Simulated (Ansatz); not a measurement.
Sn:
```yaml
crystal:
  lattice:
    - [-2.90282, 2.90282, 1.55305]
    - [2.90282, -2.90282, 1.55305]
    - [2.90282, 2.90282, -1.55305]
  atoms:
    - { symbol: Sn, position: [0.75000, 0.25000, 0.50000] }
    - { symbol: Sn, position: [0.00000, 0.00000, 0.00000] }
```

Relaxed with LDA. Special points in fractions of this cell's reciprocal vectors: Γ (0.000, 0.000, 0.000); X (0.000, 0.000, 0.500); M (-0.500, 0.500, 0.500); Z (0.322, 0.322, -0.322); Z0 (-0.322, 0.678, 0.322); P (0.250, 0.250, 0.250); N (0.000, 0.500, 0.000).

### Question
List the band energies nearest the Fermi level at these points for LDA in the plane-wave PAW code Ansatz.

### Answer
In eV from the Fermi level; about four levels below and three above (degenerate sets whole), none deeper than 8.9 eV; points with the same levels are listed once.

| k | below | above |
|---|---|---|
| Γ | -3.86 -2.14 -2.14 | 2.96 6.18 6.18 |
| X | – | 0.50 0.50 1.47 1.47 |
| M | -7.81 -7.81 -5.00 -5.00 | 5.48 5.48 9.36 9.36 |
| Z | -5.68 -3.21 -2.94 -2.94 | 3.04 5.64 5.64 |
| P | -5.99 -5.99 -3.68 -3.68 | 3.61 3.61 4.02 4.02 |
| N | -5.49 -2.38 -1.85 -1.12 | 2.31 2.87 4.78 |

Space group I4_1/amd (β-Sn type). Symmetry was held in the LDA relaxation. Spin–orbit coupling is left out wherever it is not named.

Potentials: the later of the program's two PAW sets.
